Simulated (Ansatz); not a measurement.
Relaxed-ion elastic tensor of SiO2 in space group Ama2 (No. 40; Si on 8c, O on 4a, O on 8c, O on 4b) in GPa (Voigt order), the program Ansatz at the LDA level (PAW); density 2.23 g/cm³, 14.94 Å³ per atom.

|  | 1 | 2 | 3 | 4 | 5 | 6 |
|---|---|---|---|---|---|---|
| 1 | 79.1 | 27.5 | -16.5 | 0.0 | 0.0 | 0.0 |
| 2 | 27.5 | 66.7 | -10.7 | 0.0 | 0.0 | 0.0 |
| 3 | -16.5 | -10.7 | 62.2 | 0.0 | 0.0 | 0.0 |
| 4 | 0.0 | 0.0 | 0.0 | 22.0 | 0.0 | 0.0 |
| 5 | 0.0 | 0.0 | 0.0 | 0.0 | 24.5 | 0.0 |
| 6 | 0.0 | 0.0 | 0.0 | 0.0 | 0.0 | 35.2 |

Problem. Is the crystal mechanically stable?

Solution. Yes: the smallest eigenvalue of C is 22.0 GPa.

Problem. Work out the Voigt, Reuss and Hill averages.

Solution. K_V = 23.2, K_R = 21.0, K_H = 22.1; G_V = 30.2, G_R = 27.3, G_H = 28.7 GPa.

Problem. Give Young's modulus, Poisson's ratio, Pugh's ratio and the universal anisotropy index.

Solution. E = 9KG/(3K + G) = 60.1 GPa; ν = 0.05; K/G = 0.77 (brittle by the Pugh limit of 1.75); A_U = 5G_V/G_R + K_V/K_R − 6 = 0.63.

Problem. Estimate the sound speeds and the Debye temperature.

Solution. v_l = √((K + 4G/3)/ρ) = 5210 m/s, v_t = √(G/ρ) = 3590 m/s, mean 3910 m/s; Θ = (h/k)(3n/4πV)^(1/3) v_m = 473 K.

Problem. Solve the Christoffel equation for the three sound speeds along x, y, z.

Solution. Eigenvalues of C_ijkl n_j n_l equal ρv² (piezoelectric stiffening left out). In km/s, slowest first: x 3.31, 3.97, 5.96; y 3.14, 3.97, 5.47; z 3.14, 3.31, 5.29.

Problem. How much does each axis shrink under pressure?

Solution. Linear compressibilities β_i = Σ_j S_ij (j = 1 to 3): x 13, y 13, z 22 per TPa.

The workflow started from a Materials Project entry (that database holds measured and hypothetical structures alike); the Crystallography Open Database copy checked does not list it. It is not the phase usual at ambient conditions (space group No. 92, 152, 154). The LDA relaxation kept the symmetry of its start; phonons on a q-mesh show no instability.

Potentials: the later of the program's two PAW sets.
